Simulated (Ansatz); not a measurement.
PIr₂: stiffness from a series of strains

```yaml
crystal:
  lattice:
    - [0.00000, 2.76750, 2.76750]
    - [2.76750, 0.00000, 2.76750]
    - [2.76750, 2.76750, 0.00000]
  atoms:
    - { symbol: P, position: [0.00000, 0.00000, 0.00000] }
    - { symbol: Ir, position: [0.25000, 0.25000, 0.25000] }
    - { symbol: Ir, position: [0.75000, 0.75000, 0.75000] }
```

Atom numbers follow the list: P1, Ir2, Ir3.

The cell comes from COD entry 1011371, which wasn't checked; take it as a given geometry.

Spin polarisation is left out, and whether a magnetic state lies lower isn't shown here.

No spin–orbit coupling, which matters for the heavy atoms here.

Level of theory: DFT, LDA, all-electron LAPW, scalar-relativistic (Ansatz 0.2.0).

Numerical set-up: a Γ-centred 11×11×11 k mesh, Fermi–Dirac smearing of 0.05 eV, basis error target 1 meV/atom, no spin polarisation.

The strain is applied along the Cartesian axes of the cell as listed (the other components stay zero). Fractional coordinates are held (clamped ions).

σ is the change of stress from the unstrained cell, which is at -4.79 GPa; tension is positive, so slopes are stress–strain coefficients at that pressure. In a metal the k mesh adds noise.

Only quantities that a quadratic follows smoothly over the whole series are listed; rougher ones are left out.

```csv
εxx = εyy,σzz (GPa),σxx (GPa)
-0.0200,-6.12,-16.85
0.0000,0.00,0.00
0.0100,2.49,7.03
0.0200,4.66,13.24
```

Problem. Fit the series and read off the stiffness at zero strain.

Solution. Least-squares fits y = p0 + p1 x + p2 x² to the rows give σzz (GPa): p1 = 269, p2 = -1800; σxx (GPa): p1 = 752, p2 = -4500. So 2 C12 = 269 GPa and C11 + C12 = 752 GPa.

Problem. One run, at εxx = εyy = -0.0100, is withheld. Predict its row.

Solution. The fits give -2.88, -7.98; the run gave -2.85, -7.93.
